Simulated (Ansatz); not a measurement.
TiSi2:
Space group Fddd, origin choice 1 (No. 70); a = 4.7561 Å, b = 8.1768 Å, c = 8.5077 Å, α = β = γ = 90.00°

```
atom  site  symmetry       x       y       z
----  ----  --------  ------  ------  ------
Ti      8b       222  0.5000  0.5000  0.5000
Si     16f       .2.  0.0000  0.1633  0.0000
```
(The calculation used a cell of 6 atoms; values per cell refer to that cell.)

Relaxed at zero pressure with DFT-PBEsol in the program Ansatz with PAW potentials.

The volume is raised by 6 % and shape and atoms relax at that volume. What pressure results, and how do the axes share the change?

-7.8 GPa; a 2.1 %, b 2.4 %, c 1.5 %; the energy rises by 21 meV/atom.

Give the new structure.


Space group Fddd, origin choice 1 (No. 70); a = 4.854 Å, b = 8.370 Å, c = 8.633 Å, α = β = γ = 90.00°

| atom | site | symmetry | x | y | z |
|---|---|---|---|---|---|
| Ti | 8b | 222 | 0.5000 | 0.5000 | 0.5000 |
| Si | 16f | .2. | 0.0000 | 0.1631 | 0.0000 |

The phase is kept; no other phase was compared at this pressure.

The PBEsol relaxation kept the symmetry of its start. The run is not spin-polarised.

Potentials: the earlier of the program's two PAW sets. The files were generated under PBE; for other functionals the program regenerates the frozen cores, and for LDA and PBEsol the local potential too.
